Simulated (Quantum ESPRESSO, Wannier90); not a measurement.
RbHO (Cmc2₁): Wannier90 run

Materials Project entry mp-626620; symmetrised, unrelaxed at this level. Not found in the COD (Crystallography Open Database) copy used; not checked further. Computed values, not measurements, from PBEsol: Quantum ESPRESSO (norm-conserving PseudoDojo potentials, cutoff 68 Ry, no spin polarisation, no spin-orbit coupling) on a Γ-centred 8×8×8 mesh, then Wannier90. Density: 8×8×8 mesh, Gaussian smearing 0.01 Ry.

On the energy scale of pw.x, whose zero is arbitrary, the valence-band maximum lies at 3.93 eV.

Input w.win:

```
num_bands = 8
num_wann = 8
exclude_bands = 1-2,5-10,17-29
num_iter = 1000
conv_tol = 1.0e-6
conv_window = 4
write_hr = true
write_u_matrices = true
begin projections
f=0.0641,0.0156,-0.1837:s
f=0.1661,-0.1126,0.4040:s
f=-0.4936,0.0929,-0.4770:s
f=0.2632,0.0190,0.3465:s
f=-0.3043,-0.1903,0.0297:s
f=-0.1138,0.3654,-0.2930:s
f=-0.0641,-0.2240,-0.1049:s
f=-0.2027,0.2164,-0.4536:s
end projections
begin unit_cell_cart
ang
    4.1177900000    0.0000000000    0.0000000000
    0.0000000000    0.0000000000   -4.2026900000
   -2.0588950000    5.3940450000    0.0000000000
end unit_cell_cart
begin atoms_frac
Rb   0.3617900000 -0.2610600000 -0.2764200000
Rb  -0.3617900000  0.2389400000  0.2764200000
H    0.0322500000 -0.3967900000  0.0645000000
H   -0.0322500000  0.1032100000 -0.0645000000
O    0.0982100000 -0.2375400000  0.1964200000
O   -0.0982100000  0.2624600000 -0.1964200000
end atoms_frac
mp_grid = 8 8 8
begin kpoints
0.0000000000 0.0000000000 0.0000000000
0.0000000000 0.0000000000 0.1250000000
0.0000000000 0.0000000000 0.2500000000
... (509 more lines: the 8x8x8 mesh through Gamma)
end kpoints
```

Input of pw2wannier90.x that gives the overlap and projection files (equivalent; here they were cut from one run over all bands):

```
&inputpp
  outdir = './out'
  prefix = 'pwscf'
  seedname = 'w'
  write_amn = .true.
  write_mmn = .true.
/
```

Output w.wout (banner and timings cut):

```
                                    ------
                                    SYSTEM
                                    ------

                              Lattice Vectors (Ang)
                    a_1     4.117790   0.000000   0.000000
                    a_2     0.000000   0.000000  -4.202690
                    a_3    -2.058895   5.394045   0.000000

                   Unit Cell Volume:      93.34824  (Ang^3)

                        Reciprocal-Space Vectors (Ang^-1)
                    b_1     1.525863   0.582419   0.000000
                    b_2     0.000000   0.000000  -1.495039
                    b_3    -0.000000   1.164837   0.000000

 *----------------------------------------------------------------------------*
 |   Site       Fractional Coordinate          Cartesian Coordinate (Ang)     |
 +----------------------------------------------------------------------------+
 | rb   1   0.36179  -0.26106  -0.27642   |    2.05890  -1.49102   1.09715    |
 | rb   2  -0.36179   0.23894   0.27642   |   -2.05890   1.49102  -1.00419    |
 | h    1   0.03225  -0.39679   0.06450   |    0.00000   0.34792   1.66759    |
 | h    2  -0.03225   0.10321  -0.06450   |    0.00000  -0.34792  -0.43376    |
 | o    1   0.09821  -0.23754   0.19642   |    0.00000   1.05950   0.99831    |
 | o    2  -0.09821   0.26246  -0.19642   |    0.00000  -1.05950  -1.10304    |
 *----------------------------------------------------------------------------*
                                ------------
                                K-POINT GRID
                                ------------

             Grid size =  8 x  8 x  8      Total points =  512

 *---------------------------------- MAIN ------------------------------------*
 |  Number of Wannier Functions               :                 8             |
 |  Number of Objective Wannier Functions     :                 8             |
 |  Number of input Bloch states              :                 8             |
 |  Output verbosity (1=low, 5=high)          :                 1             |
 |  Timing Level (1=low, 5=high)              :                 1             |
 |  Optimisation (0=memory, 3=speed)          :                 3             |
 |  Length Unit                               :               Ang             |
 |  Post-processing setup (write *.nnkp)      :                 F             |
 |  Using Gamma-only branch of algorithms     :                 F             |
 *----------------------------------------------------------------------------*
 *------------------------------- WANNIERISE ---------------------------------*
 |  Total number of iterations                :              1000             |
 |  Number of CG steps before reset           :                 5             |
 |  Trial step length for line search         :             2.000             |
 |  Convergence tolerence                     :         0.100E-05             |
 |  Convergence window                        :                 4             |
 |  Iterations between writing output         :                 1             |
 |  Iterations between backing up to disk     :               100             |
 |  Write r^2_nm to file                      :                 F             |
 |  Write xyz WF centres to file              :                 F             |
 |  Write on-site energies <0n|H|0n> to file  :                 F             |
 |  Use guiding centre to control phases      :                 F             |
 |  Use phases for initial projections        :                 F             |
 *----------------------------------------------------------------------------*
 *-------------------------------- PLOTTING ----------------------------------*
 |  Plotting Hamiltonian in WF basis          :                 T             |
 *----------------------------------------------------------------------------*

 *---------------------------------- K-MESH ----------------------------------*
 +----------------------------------------------------------------------------+
 |                    Distance to Nearest-Neighbour Shells                    |
 |                    ------------------------------------                    |
 |          Shell             Distance (Ang^-1)          Multiplicity         |
 |          -----             -----------------          ------------         |
 |             1                   0.145605                      2            |
 |             2                   0.186880                      2            |
 |             3                   0.204155                      4            |
 |             4                   0.236907                      4            |
 |             5                   0.276773                      8            |
 |             6                   0.289967                      4            |
 |             7                   0.291209                      2            |
 |             8                   0.344971                      8            |
       ... (lines left out)
 +----------------------------------------------------------------------------+
 | The b-vectors are chosen automatically                                     |
 | The following shells are used:                       1,  2,  3             |
 +----------------------------------------------------------------------------+
 |                        Shell   # Nearest-Neighbours                        |
 |                        -----   --------------------                        |
 |                          1               2                                 |
 |                          2               2                                 |
 |                          3               4                                 |
 +----------------------------------------------------------------------------+
 | Completeness relation is fully satisfied [Eq. (B1), PRB 56, 12847 (1997)]  |
 +----------------------------------------------------------------------------+
 |                  b_k Vectors (Ang^-1) and Weights (Ang^2)                  |
 |                  ----------------------------------------                  |
 |            No.         b_k(x)      b_k(y)      b_k(z)        w_b           |
 |            ---        --------------------------------     --------        |
 |             1         0.000000    0.145605    0.000000    20.148060        |
 |             2         0.000000   -0.145605    0.000000    20.148060        |
 |             3         0.000000    0.000000   -0.186880    14.316767        |
 |             4         0.000000    0.000000    0.186880    14.316767        |
 |             5         0.190733    0.072802    0.000000     6.872087        |
 |             6         0.190733   -0.072802    0.000000     6.872087        |
 |             7        -0.190733   -0.072802    0.000000     6.872087        |
 |             8        -0.190733    0.072802    0.000000     6.872087        |
 +----------------------------------------------------------------------------+
 |                           b_k Directions (Ang^-1)                          |
 |                           -----------------------                          |
 |            No.           x           y           z                         |
 |            ---        --------------------------------                     |
 |             1         0.000000    0.145605    0.000000                     |
 |             2         0.000000    0.000000   -0.186880                     |
 |             3         0.190733    0.072802    0.000000                     |
 |             4         0.190733   -0.072802    0.000000                     |
 +----------------------------------------------------------------------------+

 Starting a new Wannier90 calculation ...

 Reading overlaps from w.mmn

 Reading projections from w.amn

 *------------------------------- WANNIERISE ---------------------------------*
 +--------------------------------------------------------------------+<-- CONV
 | Iter  Delta Spread     RMS Gradient      Spread (Ang^2)            |<-- CONV
 +--------------------------------------------------------------------+<-- CONV

 ------------------------------------------------------------------------------
 Initial State
  WF centre and spread    1  (  0.145324, -0.809911, -0.735306 )     1.19884133
  WF centre and spread    2  ( -0.050053,  1.398100,  1.166186 )     1.25206590
  WF centre and spread    3  ( -0.186293, -1.054287, -0.929773 )     3.13338680
  WF centre and spread    4  (  0.099557,  1.021269,  0.771783 )     1.81308918
  WF centre and spread    5  ( -0.186507,  0.953376,  0.936063 )     2.05866969
  WF centre and spread    6  (  0.034504, -1.070903, -1.455564 )     0.95847161
  WF centre and spread    7  (  0.132228,  0.552793,  1.217228 )     1.76450626
  WF centre and spread    8  (  0.006742, -0.994378, -1.080028 )     2.23141968
  Sum of centres and spreads ( -0.004499, -0.003940, -0.109411 )    14.41045047

      0     0.144E+02     0.0000000000       14.4104504655  <-- CONV
        O_D=      1.6521509 O_OD=      5.9196450 O_TOT=     14.4104505 <-- SPRD
 ------------------------------------------------------------------------------
      1    -0.398E+01     1.0917300382       10.4284950947  <-- CONV
        O_D=      0.4627577 O_OD=      3.1270827 O_TOT=     10.4284951 <-- SPRD
      2    -0.110E+01     0.8468383928        9.3329607641  <-- CONV
        O_D=      0.1645412 O_OD=      2.3297649 O_TOT=      9.3329608 <-- SPRD
      3    -0.456E+00     0.5649550702        8.8772628959  <-- CONV
        O_D=      0.1242501 O_OD=      1.9143582 O_TOT=      8.8772629 <-- SPRD
      4    -0.327E+00     0.4604077743        8.5505353008  <-- CONV
        O_D=      0.0834028 O_OD=      1.6284779 O_TOT=      8.5505353 <-- SPRD
      5    -0.236E+00     0.4361901800        8.3140945077  <-- CONV
        O_D=      0.0441255 O_OD=      1.4313144 O_TOT=      8.3140945 <-- SPRD
       ... (lines left out)
    100    -0.122E-02     0.0301340998        7.7194572795  <-- CONV
        O_D=      0.0003482 O_OD=      0.8804544 O_TOT=      7.7194573 <-- SPRD
       ... (lines left out)
    200    -0.510E-03     0.0179336519        7.6218075956  <-- CONV
        O_D=      0.0002678 O_OD=      0.7828851 O_TOT=      7.6218076 <-- SPRD
       ... (lines left out)
    300    -0.216E-03     0.0118849781        7.5861554753  <-- CONV
        O_D=      0.0002542 O_OD=      0.7472466 O_TOT=      7.5861555 <-- SPRD
       ... (lines left out)
    400    -0.650E-04     0.0068943801        7.5742538822  <-- CONV
        O_D=      0.0002244 O_OD=      0.7353748 O_TOT=      7.5742539 <-- SPRD
       ... (lines left out)
    500    -0.272E-04     0.0041446558        7.5693142773  <-- CONV
        O_D=      0.0002201 O_OD=      0.7304396 O_TOT=      7.5693143 <-- SPRD
       ... (lines left out)
    600    -0.165E-04     0.0032854822        7.5671080552  <-- CONV
        O_D=      0.0002188 O_OD=      0.7282346 O_TOT=      7.5671081 <-- SPRD
       ... (lines left out)
    700    -0.551E-05     0.0020052371        7.5661404204  <-- CONV
        O_D=      0.0002151 O_OD=      0.7272706 O_TOT=      7.5661404 <-- SPRD
       ... (lines left out)
    800    -0.231E-05     0.0012036744        7.5657197712  <-- CONV
        O_D=      0.0002137 O_OD=      0.7268514 O_TOT=      7.5657198 <-- SPRD
       ... (lines left out)
    900    -0.148E-05     0.0009912887        7.5655303484  <-- CONV
        O_D=      0.0002129 O_OD=      0.7266629 O_TOT=      7.5655303 <-- SPRD
       ... (lines left out)
    917    -0.904E-06     0.0007931675        7.5655101857  <-- CONV
        O_D=      0.0002125 O_OD=      0.7266431 O_TOT=      7.5655102 <-- SPRD
    918    -0.902E-06     0.0007361208        7.5655092840  <-- CONV
        O_D=      0.0002125 O_OD=      0.7266421 O_TOT=      7.5655093 <-- SPRD
    919    -0.892E-06     0.0010970708        7.5655083923  <-- CONV
        O_D=      0.0002125 O_OD=      0.7266413 O_TOT=      7.5655084 <-- SPRD
             <<<     Delta < 1.000E-06  over  4 iterations     >>>
             <<< Wannierisation convergence criteria satisfied >>>
 Final State
  WF centre and spread    1  (  0.006217, -0.718027, -0.768018 )     0.83380163
  WF centre and spread    2  (  0.046739,  1.345578,  1.154154 )     0.96234081
  WF centre and spread    3  ( -0.305613, -1.117088, -1.143651 )     0.99556728
  WF centre and spread    4  (  0.235978,  0.972873,  0.792791 )     0.98967822
  WF centre and spread    5  ( -0.287209,  1.029719,  0.865799 )     0.99633049
  WF centre and spread    6  (  0.137415, -0.920352, -1.368917 )     0.98690431
  WF centre and spread    7  (  0.004138,  0.720036,  1.335278 )     0.83357633
  WF centre and spread    8  (  0.161305, -1.312777, -0.976944 )     0.96730932
  Sum of centres and spreads ( -0.001031, -0.000037, -0.109507 )     7.56550839

         Spreads (Ang^2)       Omega I      =     6.838654632
        ================       Omega D      =     0.000212461
                               Omega OD     =     0.726641299
    Final Spread (Ang^2)       Omega Total  =     7.565508392
```
